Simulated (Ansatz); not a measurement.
ScMo3C (anti-perovskite, space group No. 221) at seven volumes, PBEsol (plane waves, PAW; program Ansatz), scaled uniformly. One row is withheld.

```
V (Å³/atom)  P (GPa)
-----------  -------
13.356         25.98
13.797         15.99
14.237          7.39
14.677          0.00
15.118         -6.34
15.558        -11.76
15.998             ?
```

**Question.** Fit the shown pressures and predict the withheld one.

**Answer.** Third-order Birch–Murnaghan: P = (3/2)B₀(x^(7/2) − x^(5/2))[1 + (3/4)(B′ − 4)(x − 1)] with x = (V₀/V)^(2/3). Least squares on the six rows gives V₀ = 14.678 Å³/atom, B₀ = 227.5 GPa, B′ = 4.04. At V = 15.998, x = 0.9442 and P = -16.47 GPa. The run itself gave -16.40 GPa.

Space group Pm-3m (anti-perovskite). The start of the workflow was typed in or built on a structure type; neither database checked (COD, Materials Project) lists it. Its standing as an ambient phase is unchecked. Symmetry was held in the PBEsol relaxation; its stability against distortions is not shown here. The run is not spin-polarised.

Potentials: the later of the program's two PAW sets.
